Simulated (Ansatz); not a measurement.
Input deck for Ansatz 0.2.0, then the block of the output on the nuclei.

The start is an entry of the Crystallography Open Database (COD).

```yaml
crystal:
  lattice:
    - [5.2255018414, 0.0, 0.0]
    - [-2.6127509207, 4.5254173422, 0.0]
    - [0.0, 0.0, 8.8479]
  atoms:
    - { symbol: K, position: [0.0, 0.0, 0.0] }
    - { symbol: As, position: [0.3333333333, 0.6666666667, 0.29528] }
    - { symbol: As, position: [0.6666666667, 0.3333333333, 0.29528] }
    - { symbol: As, position: [0.3333333333, 0.6666666667, 0.70472] }
    - { symbol: As, position: [0.6666666667, 0.3333333333, 0.70472] }
    - { symbol: Cl, position: [0.0, 0.0, 0.5] }
    - { symbol: O, position: [0.5, 0.5, 0.1861] }
    - { symbol: O, position: [0.0, 0.5, 0.1861] }
    - { symbol: O, position: [0.5, 0.0, 0.1861] }
    - { symbol: O, position: [0.5, 0.5, 0.8139] }
    - { symbol: O, position: [0.5, 0.0, 0.8139] }
    - { symbol: O, position: [0.0, 0.5, 0.8139] }
kpoints:
  mp_grid: { grid: [5, 5, 3] }
scf:
  occupations: { method: fermi_dirac, width: 0.02 }
hamiltonian:
  xc: pbe
  pseudopotentials: { kind: paw, frozen_core: stored }
output:
  forces: true
  stress: true
  populations: true
  efg:
    quadrupole_moments_barn: { K: 0.0603, As: 0.311, Cl: -0.08112, O: -0.02558 }
  write_density: true
  write_potential: true
  elf: true
  volumetric_format: npy
relax:
  f_tol: 0.02
  max_steps: 60
```

```sh
ansatz run input.yaml --threads 1 --pin off --max-ram 3072MiB --backend cpu --events-out ev --progress --plain --runs-dir out
```

The run relaxes the ions first, and the block belongs to the relaxed positions.

Of the output, the block on the nuclei alone is shown; the set-up, the SCF iterations, energies, forces and stress are cut. One atom of each set with nearly equal values is shown.

```
--- PAW observables at the nuclei: V_zz in 10²¹ V/m², potentials from the cell's mean, atoms counted from 1 ---
  atom   1  K  V_zz =    +1.140955   η = 0.0000   by run symmetry: allowed   C_q = +1.6636 MHz
            electrostatic potential = -2065.785017 V   contact ρ = none
  atom   2  As V_zz =   -22.907767   η = 0.0000   by run symmetry: allowed   C_q = -172.2652 MHz
            electrostatic potential = -4510.113410 V   contact ρ = none
  atom   6  Cl V_zz =    -0.596489   η = 0.0000   by run symmetry: allowed   C_q = +1.1700 MHz
            electrostatic potential = -1775.918768 V   contact ρ = none
  atom   7  O  V_zz =    -9.656225   η = 0.9692   by run symmetry: allowed   C_q = +5.9726 MHz
            electrostatic potential = -619.956208 V   contact ρ = none
```

The relaxation (5 steps) took 13 s of wall time (13 s of CPU time) and 0.59 GiB at its peak, on 1 thread of AMD EPYC 9R45 (Zen 5) (x86_64; 16 cores open to the job, memory cap 3.0 GiB, no GPU), a shared host with a load of 0.3 a core.
